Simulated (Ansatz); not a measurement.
A relaxation computed with Ansatz, from input to last step.

```yaml
crystal:
  lattice:
    - [3.9775749461, -2.3579834538, 0.0]
    - [3.9775749461, 2.3579834538, 0.0]
    - [0.0, 0.0, 9.9880687148]
  atoms:
    - { symbol: I, position: [0.8468149189, 0.1531850811, 0.8802703345] }
    - { symbol: I, position: [0.3468149189, 0.6531850811, 0.6197296655] }
    - { symbol: I, position: [0.1531850811, 0.8468149189, 0.1197296655] }
    - { symbol: I, position: [0.6531850811, 0.3468149189, 0.3802703345] }
basis:
  ecutwfc: 500
kpoints:
  mp_grid: { grid: [8, 8, 4] }
hamiltonian:
  xc: r2scan
scf:
  occupations: { method: gaussian, width: 0.02 }
output:
  forces: true
  stress: true
  eigenvalues: true
relax:
  adjacent_minimum: "off"
  f_tol: 0.01
  max_steps: 30
  cell: { stress_tol: 0.1, fix: [volume] }
```

```bash
ansatz run input.yaml --threads 1 --pin off --max-ram 2560MiB --backend cpu --events-out ev --progress --plain --runs-dir out
```

Computed with DFT r2SCAN, scalar-relativistic, plane waves, PAW in Ansatz.

The volume is held at 1.06 times that of the relaxed cell.

Of 4 frames 3 are shown, positions in Å and forces in eV/Å; the SCF threshold varies from step to step. Steps run on the plane waves of an earlier cell, with a Pulay correction in the pressure. The basis is chosen afresh for the last frame, the zero of the energies, and at times for earlier ones too; energy and pressure step there, also at an unchanged geometry.

```xyz
4
Lattice="3.9776 -2.3580 0.0000 3.9776 2.3580 0.0000 0.0000 0.0000 9.9881" Properties=species:S:1:pos:R:3:forces:R:3 pbc="T T T" step=1 free_energy_over_end_meV_per_atom=2.00 pressure_GPa=-0.80
I     3.9776   -1.6356    8.7922    0.0000   -0.1044    0.1223
I     3.9776    0.7224    6.1899    0.0000   -0.1044   -0.1223
I     3.9776    1.6356    1.1959    0.0000    0.1044   -0.1223
I     3.9776   -0.7224    3.7982    0.0000    0.1044    0.1223
4
Lattice="4.0102 -2.3564 0.0000 4.0102 2.3564 0.0000 0.0000 0.0000 9.9137" Properties=species:S:1:pos:R:3:forces:R:3 pbc="T T T" step=2 free_energy_over_end_meV_per_atom=0.17 pressure_GPa=-0.30
I     4.0102   -1.6530    8.7245    0.0000    0.0268    0.0007
I     4.0102    0.7034    6.1461    0.0000    0.0268   -0.0007
I     4.0102    1.6530    1.1892    0.0000   -0.0268   -0.0007
I     4.0102   -0.7034    3.7676    0.0000   -0.0268    0.0007
4
Lattice="4.0163 -2.3507 0.0000 4.0163 2.3507 0.0000 0.0000 0.0000 9.9225" Properties=species:S:1:pos:R:3:forces:R:3 pbc="T T T" step=4 free_energy_over_end_meV_per_atom=0.00 pressure_GPa=-0.34
I     4.0163   -1.6398    8.7366    0.0000    0.0058   -0.0093
I     4.0163    0.7109    6.1472    0.0000    0.0058    0.0093
I     4.0163    1.6398    1.1859    0.0000   -0.0058    0.0093
I     4.0163   -0.7109    3.7753    0.0000   -0.0058   -0.0093
```

It took 94 s on 1 thread of Intel(R) Xeon(R) 6975P-C (Granite Rapids), on a shared host, peak memory 1.1 GiB.

The cell holds layers, and r2SCAN describes their binding at middle range but leaves out its long-range dispersion part.